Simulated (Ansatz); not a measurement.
Consider the following.

HfSiO₄:
```xyz
12
Lattice="-3.2912 3.2912 2.9860 3.2912 -3.2912 2.9860 3.2912 3.2912 -2.9860" Properties=species:S:1:pos:R:3 pbc="T T T"
Hf     0.0000     0.0000     0.0000
Hf     0.0000     3.2912     1.4930
Si     3.2912     0.0000     1.4930
Si     0.0000     0.0000     2.9860
O      3.2912     2.0759    -1.0757
O      4.5065     0.0000     0.4173
O      0.0000     1.2153     1.9103
O      2.0759     0.0000     0.4173
O      3.2912     1.2153     2.5687
O      1.2153     0.0000     4.0618
O      3.2912    -1.2153     2.5687
O      2.0759     3.2912     1.0757
```

This is the r²SCAN-relaxed structure. Cartesian axes are those of the cell as given.

Problem. All from r²SCAN in the plane-wave PAW code Ansatz, unless another level is named. Predict the smallest direct gap on the standard path.

Solution. 6.37 eV.

Problem. Predict the band gap.

Solution. 6.00 eV (indirect).

Problem. Give the conduction-band minimum.

Solution. off the standard path, at k = (0.188, 0.302, 0.250).

Problem. And the valence-band maximum?

Solution. at Γ.

Space group I4_1/amd. The cell was relaxed with r²SCAN under the symmetry of its start. The run is not spin-polarised. Spin–orbit coupling is left out wherever it is not named.

Potentials: the earlier of the program's two PAW sets.
